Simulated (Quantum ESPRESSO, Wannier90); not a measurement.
# Wannier functions of GeSe (Pnma)

```
begin unit_cell_cart
ang
   11.2560300000    0.0000000000    0.0000000000
    0.0000000000    3.7871900000    0.0000000000
    0.0000000000    0.0000000000    4.6643600000
end unit_cell_cart
begin atoms_frac
Ge   0.1291000000  0.2500000000  0.1190000000
Ge  -0.1291000000 -0.2500000000 -0.1190000000
Ge   0.3709000000 -0.2500000000 -0.3810000000
Ge  -0.3709000000  0.2500000000  0.3810000000
Se  -0.1507200000  0.2500000000 -0.4845300000
Se   0.1507200000 -0.2500000000  0.4845300000
Se  -0.3492800000 -0.2500000000  0.0154700000
Se   0.3492800000  0.2500000000 -0.0154700000
end atoms_frac
```

Cell from Materials Project (mp-700), symmetrised, no further relaxation. COD (Crystallography Open Database) has an entry of this formula and space group (matched by these alone). Level: LDA, no spin polarisation, no spin-orbit coupling; pw.x of Quantum ESPRESSO at 69 Ry with PseudoDojo potentials, 4×4×4 k-points, Wannier90. Density: 4×8×8 mesh, Gaussian smearing 0.01 Ry. The cell is built of weakly bound layers, chains or molecules, whose nearest atoms lie 3.64 Å apart. Database cells relaxed without dispersion often hold them too far apart, which can enlarge gaps and weakens couplings between them; spacing and stacking were not compared with the measured crystal. Spin-orbit coupling, left out, would split the p-like bands by a few tenths of an eV.

A tight-binding model is made by disentanglement and projection with no localisation steps (num_iter = 0), so the 32 orbitals stay atom-like: hydrogen-like Ge: s;p; Se: s;p, axes along x, y, z; frozen window up to 2.30 eV relative to the valence-band maximum. It follows pw.x to 15 meV rms for states up to 1.8 eV relative to the valence-band maximum. Matrix elements depend on this choice of orbitals and windows.

The 30 largest hoppings ⟨m,0|H|n,R⟩ between different sites (one of each Hermitian pair; signs follow the real orbitals' lobes; the list may end inside a set of equal values):

```tsv
m	n	R	distance of the centres (Å)	t (eV)
Se7 px	Ge2 px	0 0 0	2.81	2.344
Se8 px	Ge1 px	0 0 0	2.81	2.344
Ge4 px	Se5 px	0 0 1	2.81	2.344
Se6 px	Ge3 px	0 0 1	2.81	2.344
Se7 px	Ge2 s	0 0 0	2.66	-1.855
Se8 px	Ge1 s	0 0 0	2.66	1.855
Ge4 s	Se5 px	0 0 1	2.66	1.855
Se6 px	Ge3 s	0 0 1	2.66	-1.855
Se7 s	Ge2 px	0 0 0	2.69	1.846
Se8 s	Ge1 px	0 0 0	2.69	-1.846
Ge4 px	Se5 s	0 0 1	2.69	-1.846
Se6 s	Ge3 px	0 0 1	2.69	1.846
Se5 py	Ge2 pz	0 0 0	2.67	-1.621
Se6 py	Ge1 pz	0 0 0	2.67	-1.621
Se7 py	Ge4 pz	0 0 0	2.67	1.621
Se8 py	Ge3 pz	0 0 0	2.67	1.621
Ge1 pz	Se6 py	0 1 0	2.67	1.621
Ge4 pz	Se7 py	0 1 0	2.67	-1.621
Se5 py	Ge2 pz	0 1 0	2.67	1.621
Se8 py	Ge3 pz	0 1 0	2.67	-1.621
Se5 pz	Ge2 py	0 0 0	2.67	-1.591
Se6 pz	Ge1 py	0 0 0	2.67	-1.591
Se7 pz	Ge4 py	0 0 0	2.67	1.591
Se8 pz	Ge3 py	0 0 0	2.67	1.591
Ge1 py	Se6 pz	0 1 0	2.67	1.591
Ge4 py	Se7 pz	0 1 0	2.67	-1.591
Se5 pz	Ge2 py	0 1 0	2.67	1.591
Se8 pz	Ge3 py	0 1 0	2.67	-1.591
Se5 py	Ge2 s	0 0 0	2.61	1.420
Se6 py	Ge1 s	0 0 0	2.61	-1.420
```
